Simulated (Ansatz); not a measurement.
Input file for Ansatz (a program for electronic structure):

Ansatz 0.2 input:
```yaml
crystal:
  lattice:
    - [0.0, 2.5323345511, 2.5323345511]
    - [2.5323345511, 0.0, 2.5323345511]
    - [2.5323345511, 2.5323345511, 0.0]
  atoms:
    - { symbol: Sr, position: [0.5, 0.5, 0.5] }
    - { symbol: O, position: [0.0, 0.0, 0.0] }
kpoints:
  mp_grid: { grid: [9, 9, 9] }
hamiltonian:
  xc: lda
  pseudopotentials: { azcp: { folder: ./paw }, kind: paw }
scf:
  occupations: { method: fixed }
phonons:
  method: dfpt
  response_accuracy: low
  eigenvectors: true
  rigid_motions: translations
  dielectric: true
  raman: true
```

Output (shortened):

```
zone centre: on kpoints.mp_grid the ground state, and the responses unless they are solved on pairs of k-points, stand on 75 of the mesh's 729 k-points, …
Pseudopotentials: kind: paw
Pseudopotential: Sr, paw, valence charge 10
Pseudopotential: O, paw, valence charge 6
Functional definition: SPW92
Crystal: 2 atoms, lattice volume = 32.478 Å³
Basis set: ecut = 420 eV, 609 PW (Γ), exchange–correlation on 48×48×48 points (8 copies of the dense FFT grid, shifted against one another)
Bands: 12, of which v1, the nominal top of the filled ones, is band 8 counted from 1 (7 counted from 0)
Symmetry: 48 space group operations
k-points: 75 of 729 (irreducible under 8 space group operations, time reversal used)
PAW frozen core: Sr, regenerated for the run's functional, and the local potential with it
PAW frozen core: O, regenerated for the run's functional, and the local potential with it
Initial density: superposition of atomic densities (chi_scale 0.1, normalization cell, long waves kept (reshape's long-wave potential 0.00 eV rms))
Initial wavefunctions: pseudopotential atomic-orbital guess
Eigensolver: davidson
Functional: x = slater, c = lda
SCF iter   1: F=—  HF=-4003.394730 eV  |F-HF|=—  |Δ(HF+E_count)|=         —  Δρ=9.57e-2  dr2=2.51e0  ethr=3.10e-3  ⟨swp⟩=6.1  Hψ=5715  notcnv=0  defer=128
all-band conjugate gradients solve this SCF's bands
preconditioner: auto → none
SCF iter   2: F=—  HF=-4003.348282 eV  |F-HF|=—  |Δ(HF+E_count)|=   4.64e-2  Δρ=8.46e-2  dr2=2.24e0  ethr=3.10e-3  ⟨swp⟩=3.0  Hψ=2468  notcnv=0  defer=128
SCF iter   3: F=—  HF=-4002.839133 eV  |F-HF|=—  |Δ(HF+E_count)|=   5.09e-1  Δρ=1.45e-2  dr2=6.34e-2  ethr=3.10e-3  ⟨swp⟩=2.1  Hψ=1661  notcnv=0  defer=107
SCF iter   4: F=—  HF=-4002.848291 eV  |F-HF|=—  |Δ(HF+E_count)|=   9.16e-3  Δρ=2.88e-3  dr2=2.08e-3  ethr=3.96e-4  ⟨swp⟩=3.0  Hψ=1856  notcnv=0  defer=148
SCF iter   5: F=—  HF=-4002.848636 eV  |F-HF|=—  |Δ(HF+E_count)|=   3.45e-4  Δρ=6.73e-4  dr2=6.28e-5  ethr=1.30e-5  ⟨swp⟩=2.1  Hψ=1288  notcnv=0  defer=148
SCF iter   6: F=—  HF=-4002.848646 eV  |F-HF|=—  |Δ(HF+E_count)|=   1.05e-5  Δρ=6.57e-5  dr2=4.95e-7  ethr=3.93e-7  ⟨swp⟩=2.7  Hψ=1393  notcnv=0  defer=60
SCF iter   7: F=—  HF=-4002.848643 eV  |F-HF|=—  |Δ(HF+E_count)|=   2.91e-6  Δρ=5.07e-6  dr2=3.35e-9  ethr=3.09e-9  ⟨swp⟩=2.7  Hψ=1521  notcnv=0  defer=10
SCF iter   8: F=-4002.848643 eV  HF=-4002.848643 eV  |F-HF|=5.50e-11  |Δ(HF+E_count)|=  1.52e-10  Δρ=6.60e-7  dr2=6.52e-11  ethr=1.00e-12  ⟨swp⟩=9.2  Hψ=7321  notcnv=0
SCF 1 converged in 8 iterations: F = -4002.848643 eV  dr2 = 6.52e-11
NSCF: frozen V_eff on 5 k-points
DFPT response loops at Γ: preconditioner auto → none (the input reference at scf.mixing.eps_inf says where Resta's filter doesn't serve); β = 0.50 …
── the response to a field inside a basis, on 10×10×10 k-points: an SCF that follows is theirs, and a resumed run solves both again ──
Crystal: 2 atoms, lattice volume = 32.478 Å³
Bands: 9, of which v1, the nominal top of the filled ones, is band 8 counted from 1 (7 counted from 0)
k-points: 110 of 1000 (irreducible under 12 space group operations)
Initial density: handed on by an earlier stage of this run
Initial wavefunctions: pseudopotential atomic-orbital guess (no wavefunctions were taken with the density)
Eigensolver: Dense (110 Hₖ)
SCF iter   1: F=—  HF=-4002.849801 eV  |F-HF|=—  |Δ(HF+E_count)|=         —  Δρ=4.77e-4  dr2=1.15e-5  ethr=1.00e-1
all-band conjugate gradients don't solve this SCF's bands (scf.eigensolver.kind)
preconditioner: auto → none
SCF iter   2: F=—  HF=-4002.849799 eV  |F-HF|=—  |Δ(HF+E_count)|=   1.80e-6  Δρ=2.19e-4  dr2=6.30e-6  ethr=7.16e-8
SCF iter   3: F=—  HF=-4002.849799 eV  |F-HF|=—  |Δ(HF+E_count)|=   5.07e-8  Δρ=1.60e-4  dr2=4.09e-6  ethr=3.93e-8
SCF iter   4: F=—  HF=-4002.849798 eV  |F-HF|=—  |Δ(HF+E_count)|=   8.93e-7  Δρ=1.16e-5  dr2=1.42e-8  ethr=2.55e-8
SCF iter   5: F=-4002.849798 eV  HF=-4002.849798 eV  |F-HF|=7.28e-12  |Δ(HF+E_count)|=  2.52e-10  Δρ=5.88e-7  dr2=4.36e-11  ethr=8.88e-11
SCF 1 converged in 5 iterations: F = -4002.849798 eV  dr2 = 4.36e-11
DFPT response loops at Γ: mixed as the last ones told, above
DFPT response loops at Γ: mixed as the last ones told, above
DFPT response loops at Γ: mixed as the last ones told, above
SCF converged after 8 iterations
Free energy (F): -4002.848643 eV
Harris-Foulkes:  -4002.848643 eV  (|F-HF|=5.50e-11)
Internal energy: -4002.848643 eV  (E = F + TS)
E sigma→0 (E₀):  -4002.848643 eV
Fermi energy:    8.055873 eV
--- Per-component energies (eV) ---
  E_band       = -52.912515
  E_kinetic    = 404.340076
  E_local      = -862.209326  (includes V_loc(G=0)·N_el)
  E_nonlocal   = 291.777127
  E_hartree    = 225.516008
  E_xc         = -246.443395
  E_vxc        = -249.298824  (∫ρ·V_xc dr)
  E_paw        = -2743.911533  (= ΣΔE_a)
  E_vpaw       = -88.554485  (= ΣTr[D̂ρ^β])
  E_aug_tail   = 0.000774  (compensation charges beyond the density's cutoff)
  E_ewald      = -1072.309432
  E_core_change = 0.391056  (= ΣΔE_core)
  E_smearing   =  0.000000  (= −TS)
  E_closure    =  0.000000  (closes the sum)
  Σ components = -4002.848643   (vs F -4002.848643, Δ=0.00e0)
  [band-id]    e_kinetic+e_local+e_nonlocal+2·e_hartree+e_vxc+e_vpaw+e_augmentation_tail = -52.912642   (vs E_band -52.912515, Δ=-1.27e-4)
--- Band table (eV; the first three rows and the last of 75) ---
  k-point 0: bands = ["-23.8915", "-6.7484", "-5.4911", "-5.4911", "-5.4911", "8.0559", "8.0559", "8.0559", "12.1971", "14.3208", "14.3208", "14.3208"]
  k-point 1: bands = ["-23.8714", "-7.0805", "-5.5023", "-5.5023", "-5.2063", "7.6638", "7.8840", "7.8840", "12.7835", "14.1691", "14.5772", "14.5772"]
  k-point 2: bands = ["-23.8201", "-7.6516", "-5.5303", "-5.5303", "-4.7554", "6.8923", "7.4909", "7.4909", "14.0272", "14.1467", "15.2945", "15.2945"]
  k-point 74: bands = ["-23.6670", "-7.5907", "-6.2384", "-6.2289", "-4.8648", "6.8444", "7.5705", "7.6981", "13.6265", "14.7092", "17.1203", "19.3516"]
  band table: 12 of 12 bands, residual norms ≤ 1.0e-3 eV
--- Phonons (Γ-DFPT): 2 representative perturbations + reference, on 75 of 729 k-points (Σ response iterations 5) ---
  k mesh reduced under 8 symmetry operations, with k and −k counted as one. Each operation leaves every solved perturbation unchanged …
  ASR residual: 4.549e-4 → 0.000e0 eV/Å²; symmetrization residual: 1.284e-5 eV/Å²
  ASR residual per site (eV/Å²): 1.01e-4 4.55e-4
  Γ frequencies (cm⁻¹): 0.00 0.00 0.00 215.83 215.83 215.83
  ε∞ (high-frequency dielectric tensor):
        3.874556     0.000000     0.000000
        0.000000     3.874556     0.000000
        0.000000     0.000000     3.874556
  ε⁰ (static dielectric tensor: ions relaxed, cell fixed):
       18.576736     0.000000     0.000000
        0.000000    18.576736     0.000000
        0.000000     0.000000    18.576736
  ε⁰ − ε∞ (ionic part):
       14.702179     0.000000     0.000000
        0.000000    14.702179     0.000000
        0.000000     0.000000    14.702179
  softest optical mode at Γ: 215.83 cm⁻¹; the repairs (sum rule, projections) moved no ω² at Γ by more than (3.01 cm⁻¹)²
  Born effective charges Z* (e; rows j = field, columns β = displacement):
    site 0:
         2.47301    0.00000    0.00000
         0.00000    2.47301    0.00000
         0.00000    0.00000    2.47301
    site 1:
        -2.47301    0.00000    0.00000
         0.00000   -2.47301    0.00000
         0.00000    0.00000   -2.47301
  Z* charge neutrality: 3.537e-5 e pre-enforcement
  k-mesh period / interband length: 32.2 Å / 1.50 Å = 21.49 at k = (0.0000, 0.0000, 0.0000), direct gap 4.141 eV — 14 or more, which is no proof of convergence
  Raman tensors (in the event stream and the table raman_tensors.tsv) …
  optical modes at Γ without the LO–TO term, one row a degenerate level:
      ω (cm⁻¹)  modes    IR ((D/Å)²/amu)  static Raman (Å⁴/amu)  depolarisation
        215.83      3            31.2880                 0.0000               —
  optical modes at Γ + LO–TO along q̂ = [1.0000, 0.0000, 0.0000]:
      ω (cm⁻¹)  modes    IR ((D/Å)²/amu)  static Raman (Å⁴/amu)  depolarisation
        215.83      2            20.8587                 0.0000               —
        472.60      1            10.4293                 0.0000               —
  optical modes at Γ + LO–TO along q̂ = [0.0000, 1.0000, 0.0000]:
      ω (cm⁻¹)  modes    IR ((D/Å)²/amu)  static Raman (Å⁴/amu)  depolarisation
        215.83      2            20.8587                 0.0000               —
        472.60      1            10.4293                 0.0000               —
  optical modes at Γ + LO–TO along q̂ = [0.0000, 0.0000, 1.0000]:
      ω (cm⁻¹)  modes    IR ((D/Å)²/amu)  static Raman (Å⁴/amu)  depolarisation
        215.83      2            20.8587                 0.0000               —
        472.60      1            10.4293                 0.0000               —
```

Cost: around 70 core-seconds (rough) on shared cores.

Space group Fm-3m (rock salt). The cell was relaxed with LDA under the symmetry of its start; phonons on a q-mesh show no instability. Spin–orbit coupling is left out wherever it is not named.

Potentials: the earlier of the program's two PAW sets.

Ansatz is a plane-wave DFT program.
